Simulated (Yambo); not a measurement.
```xyz
8
Lattice="-3.0563 3.0563 3.8888 3.0563 -3.0563 3.8888 3.0563 3.0563 -3.8888" Properties=species:S:1:pos:R:3 pbc="T T T"
H      0.0000     3.0563     0.0000
H      3.0563     0.0000     0.0000
F      2.2495    -0.8068     3.8888
F      0.8068     3.8631     0.0000
F      0.8068     2.2495     3.8888
F      2.2495     0.8068     0.0000
Cs     0.0000     0.0000     5.8332
Cs     0.0000     0.0000     1.9444
```

The geometry is that of Materials Project entry mp-24668, symmetrised and not relaxed again.

Q: Where are the main features of Im ε from RPA with local fields on PBEsol bands shifted by a G0W0 scissor of 3.51 eV (Yambo; 4×4×4 mesh, 109 bands, 3 Ry local-field block, 0.2 eV broadening; field along x)?

A: Peaks at 11.2 eV (0.5), 13.0 eV (1.7), 14.9 eV (1.4), 16.2 eV (1.6), 16.9 eV (1.5), heights in brackets. Peak heights and small wiggles depend on the k mesh. Convergence of the RPA response with its 4×4×4 mesh was not tested. The scissor comes from a G0W0 run whose convergence isn't established. No excitonic effects at this level. 

The structure is a Materials Project entry; no match was found in the copy of COD used, and its stability was not checked.
